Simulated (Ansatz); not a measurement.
# TiO₂: a jump of H

Computed with DFT PBE, scalar-relativistic, plane waves, PAW (Ansatz). Run with 420 eV cutoff, 2×2×2 k-mesh, shifted by half a step, Gaussian smearing of 0.02 eV, no spin polarisation.

Host crystal, relaxed:

```
Ti O
1.0
     4.64332    0.00000    0.00000
     0.00000    4.64332    0.00000
     0.00000    0.00000    2.96387
Ti O
2 4
Direct
  0.50000 0.50000 0.00000
  0.00000 0.00000 0.50000
  0.69487 0.69487 0.50000
  0.80513 0.19487 0.00000
  0.19487 0.80513 0.00000
  0.30513 0.30513 0.50000
```

In a supercell of 36 host sites with charge +1, interstitial H hops to an equivalent place, moving 0.92 Å between the relaxed ends. Climbing-image nudged elastic band at fixed cell with images 0 (start) to 6 (end), the path measured over all atoms, converged to 0.05 eV/Å; the order of the saddle wasn't checked, and the small cell leaves errors of about a tenth of an eV. Zero-point motion and tunnelling, which matter for H, are left out. At the top the atom squeezes straight between two others, where symmetry can hold a band on a ridge, so a bent path, such as one by way of a neighbouring hole, may have a much lower barrier.

Supercell rows in host cell vectors: -1 -1 0; 1 -1 0; 0 0 3. H was set at (0.000, 0.500, 0.250) of the host cell.

At the relaxed start H has 1 O at 0.99 Å.

Problem. What barrier does the band give, and what surrounds the atom at the top?

Solution. 0.36 eV at image 3, where H has 2 O at 1.26 Å, 4 O at 2.35 Å, 2 Ti at 2.50 Å.

Cost: 1 run of about 32 core-minutes, on Intel Xeon Platinum 8488C (Sapphire Rapids) (shared hosts).